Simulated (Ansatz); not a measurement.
InAs:
```
CELL_PARAMETERS angstrom
      0.00000     2.84068     2.84068
      2.84068     0.00000     2.84068
      2.84068     2.84068     0.00000
ATOMIC_POSITIONS crystal
  In 0.50000 0.50000 0.50000
  As 0.00000 0.00000 0.00000
```

Relaxed with r²SCAN.

Problem. Give the Bader charges and basin volumes of the independent atoms, plane-wave PAW r²SCAN (Ansatz code).

Solution. 

| atom | Bader charge (e) | Bader volume (Å³) |
|---|---|---|
| In1 | +0.85 | 19.3 |
| As2 | -0.85 | 26.5 |

Space group Fm-3m (rock salt). The first step of the workflow began from a Materials Project structure, measured or hypothetical; the Crystallography Open Database copy checked does not list it. It is not the phase usual at ambient conditions (space group No. 216). The cell was relaxed with r²SCAN under the symmetry of its start; its stability against distortions is not shown here.

Potentials: the later of the program's two PAW sets.
